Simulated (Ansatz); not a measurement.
# Ta4S4Br, before and after

A trial structure of Ta4S4Br was built thus: close-packed anion layers stacked ABABC, with sites between them filled layer by layer (P-3m1, No. 164) (elements of the layers in order: S S S S Br). Its size is a rough estimate.

POSCAR.start

```
Ta S Br
1.0
     3.58159    0.00000    0.00000
    -1.79080    3.10175    0.00000
     0.00000    0.00000   14.43385
Ta S Br
4 4 1
Direct
  0.00000 0.00000 0.81074
  0.00000 0.00000 0.18926
  0.33333 0.66667 0.38478
  0.66667 0.33333 0.61522
  0.33333 0.66667 0.71298
  0.66667 0.33333 0.90850
  0.33333 0.66667 0.09150
  0.66667 0.33333 0.28702
  0.00000 0.00000 0.50000
```

All numbers below come from Ansatz, DFT PBE+D3(BJ), scalar-relativistic, plane waves, PAW. Cutoff 420 eV, Gaussian smearing, Γ-centred meshes. Cell and atoms relax first on a coarse mesh and then on a finer one. In between, the cell is made exact in the group found at 0.06 Å. In metals the finer mesh still leaves noise of several meV/atom or more. The steps can't lower the symmetry of their start. No spin polarisation in the relaxation; trial moments died out in a coarse test.

POSCAR.end

```
Ta S Br
1.0
     3.61409    0.00000    0.00000
    -1.80704    3.12989    0.00000
     0.00000    0.00000   14.73292
Ta S Br
4 4 1
Direct
  0.00000 0.00000 0.81371
  0.00000 0.00000 0.18629
  0.33333 0.66667 0.34546
  0.66667 0.33333 0.65454
  0.33333 0.66667 0.71571
  0.66667 0.33333 0.90760
  0.33333 0.66667 0.09240
  0.66667 0.33333 0.28429
  0.00000 0.00000 0.50000
```

The symmetry stays P-3m1 (No. 164). The volume per atom grows by 3.9 %, from 17.8 to 18.5 Å³. The shortest distance goes from 2.50 Å (Ta–S) to 2.27 Å (Ta–S). The energy falls by about 0.31 eV/atom (the start's value is from the coarse mesh).

* Volume per atom: 18.5 Å³
* Density: 9.3 g/cm³
* Energy over the elements: −0.46 eV/atom
* Gap on the 12×12×4 mesh of the 9-atom cell: 0 eV (a metal)

The zero of energy is the elements' standard structures at the same level; no fitted shifts are applied. The references include crystalline Br. It lies below the elements, which doesn't yet make it stable against other compounds or structures.

The last run used Gaussian smearing of 0.10 eV. These runs have no spin–orbit coupling, which can matter for Ta. An odd number of electrons in the primitive cell allows no gap without spin; a larger cell or a magnetic state could open one. Symmetry constrained the relaxation, so the result can be a saddle point. In all, the 3 runs took 13 min on 1 thread of Arm Neoverse N1, with other jobs on the host.
